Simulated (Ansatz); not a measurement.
## Two-dimensional strain map in Rb

Level of theory: DFT PBEsol, scalar-relativistic, plane waves, PAW (Ansatz). Settings: plane waves to 420 eV, k-mesh 12×12×12 (Γ-centred), Gaussian smearing 0.15 eV. No spin polarisation. Energies are free energies at this smearing, counted from the undisturbed cell; pressure is positive in compression.

The undisturbed cell (as given, not relaxed at this level; it stands at -0.1 GPa):

```
Rb
1.0
    -2.80600    2.80600    2.80600
     2.80600   -2.80600    2.80600
     2.80600    2.80600   -2.80600
Rb
1
Direct
  0.00000 0.00000 0.00000
```

The cell is strained by p along both x and y and by q along z, fractional coordinates fixed. Points are written (p, q).

Energy above the undisturbed cell in meV/atom (a dash: not computed):

```
 p \ q  -0.030  -0.015  0.000  0.015  0.030
-0.030     3.6     2.0    0.9    0.2   -0.2
-0.015     0.8       –   -0.3      –    0.0
 0.000    -0.3    -0.3    0.0    0.7    1.7
 0.015     0.1       –      –      –      –
 0.030     1.8       –    4.7      –    8.8
```

Pressure in GPa:

```
 p \ q  -0.030  -0.015  0.000  0.015  0.030
-0.030     0.2     0.2    0.1    0.1    0.0
-0.015     0.1       –    0.0      –   -0.1
 0.000     0.0     0.0   -0.1   -0.1   -0.1
 0.015    -0.1       –      –      –      –
 0.030    -0.1       –   -0.2      –   -0.3
```